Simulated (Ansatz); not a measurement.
Cs₂PdBr₆:
```xyz
9
Lattice="0.0000 5.3849 5.3849 5.3849 0.0000 5.3849 5.3849 5.3849 0.0000" Properties=species:S:1:pos:R:3 pbc="T T T"
Cs     2.6925     2.6925     2.6925
Cs     8.0774     8.0774     8.0774
Pd     0.0000     0.0000     0.0000
Br     2.4964     5.3849     5.3849
Br     8.2734     5.3849     5.3849
Br     5.3849     2.4964     5.3849
Br     5.3849     8.2734     5.3849
Br     5.3849     5.3849     2.4964
Br     5.3849     5.3849     8.2734
```

Relaxed with r²SCAN. Special points in fractions of this cell's reciprocal vectors: Γ (0.000, 0.000, 0.000); X (0.500, 0.000, 0.500); U (0.625, 0.250, 0.625); K (0.375, 0.375, 0.750); L (0.500, 0.500, 0.500); W (0.500, 0.250, 0.750).

**Question.** List the band energies nearest the valence-band maximum at these points for r²SCAN with spin–orbit coupling in the plane-wave PAW code Ansatz.

**Answer.** In eV from the valence-band maximum; about four levels below and three above (degenerate sets whole), none deeper than 8.9 eV; points with the same levels are listed once.

```
k                    below                above
-  -----------------------  -------------------
Γ      0.00 0.00 0.00 0.00  1.66 1.66 1.66 1.66
X  -0.47 -0.47 -0.09 -0.09  0.81 0.81 1.65 1.65
U  -0.43 -0.43 -0.21 -0.21  1.02 1.02 1.53 1.53
L  -0.33 -0.33 -0.28 -0.28  1.38 1.38 1.45 1.45
W  -0.34 -0.34 -0.28 -0.28  1.06 1.06 1.47 1.47
```

Space group Fm-3m. The workflow started from a Materials Project entry (that database holds measured and hypothetical structures alike); the Crystallography Open Database copy checked does not list it. Its standing as an ambient phase is unchecked. The r²SCAN relaxation kept the symmetry of its start; its stability against distortions is not shown here. No spin polarisation was allowed.

Potentials: the later of the program's two PAW sets.
